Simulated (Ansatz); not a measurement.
Hf$_{2}$N:
Space group P4₂/mnm (No. 136); a = 5.296 Å, b = 5.296 Å, c = 3.226 Å, α = 90.00°, β = 90.00°, γ = 90.00°

| atom | site | symmetry | x | y | z |
|---|---|---|---|---|---|
| Hf | 4f | m.2m | 0.2954 | 0.2954 | 0.0000 |
| N | 2a | m.mm | 0.0000 | 0.0000 | 0.0000 |

Relaxed at zero pressure with DFT-PBEsol in the program Ansatz with PAW potentials.

**Question.** The volume is lowered by 3 % and shape and atoms relax at that volume. What pressure results, and how do the axes share the change?

**Answer.** 6.7 GPa; a -1.0 %, b -1.0 %, c -0.9 %; the energy rises by 9 meV/atom.

**Question.** Give the new structure.

**Answer.** 
Space group P4₂/mnm (No. 136); a = 5.2404 Å, b = 5.2404 Å, c = 3.1959 Å, α = 90.00°, β = 90.00°, γ = 90.00°

| atom | site | symmetry | x | y | z |
|---|---|---|---|---|---|
| Hf | 4f | m.2m | 0.2950 | 0.2950 | 0.0000 |
| N | 2a | m.mm | 0.0000 | 0.0000 | 0.0000 |

The phase is kept; no other phase was compared at this pressure.

Space group P4_2/mnm (anti-rutile). The workflow started from a Materials Project entry (that database holds measured and hypothetical structures alike); the Crystallography Open Database copy checked does not list it. Its standing as an ambient phase is unchecked. Symmetry was held in the PBEsol relaxation; of distortions, only those at the zone centre were tested. No spin polarisation was allowed. Spin–orbit coupling is left out wherever it is not named.

Potentials: the later of the program's two PAW sets.
